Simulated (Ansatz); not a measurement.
SiC:
```yaml
crystal:
  lattice:
    - [3.14831, 0.00000, 0.00000]
    - [-1.57415, 2.72651, 0.00000]
    - [0.00000, 0.00000, 4.65332]
  atoms:
    - { symbol: Si, position: [0.33333, 0.66667, 0.25000] }
    - { symbol: Si, position: [0.66667, 0.33333, 0.75000] }
    - { symbol: C, position: [0.33333, 0.66667, 0.75000] }
    - { symbol: C, position: [0.66667, 0.33333, 0.25000] }
```

Relaxed with LDA. Special points in fractions of this cell's reciprocal vectors: Γ (0.000, 0.000, 0.000); M (0.500, 0.000, 0.000); K (0.333, 0.333, 0.000); A (0.000, 0.000, 0.500); L (0.500, 0.000, 0.500); H (0.333, 0.333, 0.500).

Question: List the band energies nearest the Fermi level at these points for plane-wave PAW LDA (Ansatz code).

Answer: In eV from the Fermi level; about four levels below and three above (degenerate sets whole), none deeper than 8.9 eV; points with the same levels are listed once.

| k | below | above |
|---|---|---|
| Γ | -4.47 -4.47 -2.77 -2.77 | 0.60 1.18 3.80 3.80 |
| M | -6.32 -4.36 -3.77 -0.34 | 3.85 4.89 6.34 |
| K | -8.24 -8.24 -6.03 -5.37 -5.37 | 1.74 5.39 5.86 5.86 |
| A | -3.69 -3.69 -3.69 -3.69 | 2.74 2.74 4.47 4.47 4.47 4.47 |
| L | -5.27 -5.27 -2.69 -2.69 | 1.83 1.83 2.36 2.36 |
| H | -8.08 -8.08 -1.81 -1.81 | 2.33 2.33 5.30 5.30 |

Space group P6_3/mmc. The start of the workflow was typed in or built on a structure type; neither database checked (COD, Materials Project) lists it. It is not the phase usual at ambient conditions (space group No. 186, 216). Symmetry was held in the LDA relaxation. At this level the phase is dynamically unstable (imaginary phonons). The volume moved by -49 % from the start of the relaxation. Its formation energy is positive at this level, so the cell may be metastable or incomplete. A crystal of weakly bound layers computed without a dispersion correction: the cell and the soft elastic constants depend strongly on that.

Potentials: the later of the program's two PAW sets.
